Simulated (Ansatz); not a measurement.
**Cs2InAgCl6: the gap against volume**

Cs2InAgCl6, Fm-3m, a = 10.516 Å. The structure is a COD entry; whether it is the stable form wasn't checked. Ansatz: r2SCAN, PAW, 500 eV, Γ-centred 6×6×6 mesh on 10 atoms, Gaussian smearing 0.02 eV; no spin polarisation. Shape and atoms are relaxed at each volume; x = ln(V/V0) with V0 = 29.075 Å³/atom. The gap is read at the mesh points alone.

| x | gap y (eV) |
| --- | --- |
| -0.1278 | 1.476 |
| -0.0943 | 1.497 |
| -0.0619 | 1.525 |
| -0.0305 | 1.561 |
| 0.0000 | 1.604 |
| 0.0296 | 1.654 |
| 0.0583 | 1.711 |
| 0.0953 | ? |

Task: Fit a straight line to the other rows, give the volume deformation potential of the gap and its pressure coefficient, and predict the missing gap. B0 = 30.3 GPa.

Result: Means x = -0.03237, y = 1.5754; Σ(Δx)² = 0.02693, ΣΔxΔy = 0.03389; the slope is their ratio. y = 1.6162 + 1.2587 x. The slope is the deformation potential a = dE_g/d ln V = 1.26 eV, and dE_g/dP = −a/B0 = -41.5 meV/GPa. These are means over the range: the known rows next to V0 give a = 1.6 eV and -51 meV/GPa, nearer the values at zero pressure. With a term in x² added, the coefficient of x becomes 1.561, 24 % more, which shows how far this figure hangs on the form. At x = 0.0953 the fit asked for gives 1.736 eV. The run gave 1.794 eV, so the fit is 0.058 eV too low, 18 % of the span of the series, against an rms of 0.015 eV on the fitted rows. The row lies outside the fitted range. With a term in x² added, a fit to the same known rows predicts 1.793 eV, so most of the miss is curvature that the known rows already hold.

Spin-orbit coupling is left out, which matters for the bands of heavy elements. Semilocal functionals give gaps under the measured ones; changes of the gap mostly carry over better.

Cost: 8 runs of about 6.5 core-minutes in all, on AMD EPYC 9R45 (Zen 5) (shared hosts).